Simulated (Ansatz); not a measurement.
# Lattice vibrations of Ta₂SeO at Γ

Method: Ansatz, DFT PBEsol, scalar-relativistic, plane waves, PAW. Settings: 420 eV plane-wave cutoff, Γ-centred 12×12×10 mesh, Fermi-Dirac smearing of 0.15 eV. No spin polarisation. Phonons by linear response, acoustic sum rule imposed.

The cell, relaxed at this level:
```yaml
crystal:
  lattice:
    - [3.51681, 0.00000, 0.00000]
    - [0.00000, 3.51681, 0.00000]
    - [0.00000, 0.00000, 4.85324]
  atoms:
    - { symbol: Ta, position: [0.00000, 0.00000, 0.00000] }
    - { symbol: Ta, position: [0.50000, 0.50000, 0.50000] }
    - { symbol: Se, position: [0.00000, 0.00000, 0.50000] }
    - { symbol: O, position: [0.50000, 0.50000, 0.00000] }
```

Its imaginary modes show that this cell, built by swapping an element in a database structure, isn't a minimum of the energy. In a metal, frequencies and elastic constants depend on the k mesh and the smearing, soft modes and shear constants most. Spin–orbit coupling is left out, which matters for heavy elements. A semilocal functional can close a gap that the real compound has.

Optical modes at Γ; i marks an imaginary frequency:
| frequency (THz) | degeneracy |
| --- | --- |
| 7.97i | 2 |
| 7.68i | 1 |
| 4.98i | 1 |
| 3.85i | 2 |
| 7.65 | 2 |
| 9.42 | 1 |

6 of the 9 optical modes are unstable, so the structure is a saddle point of the energy and would distort without enlarging its cell.

Whether Ta2SeO exists in this form wasn't checked.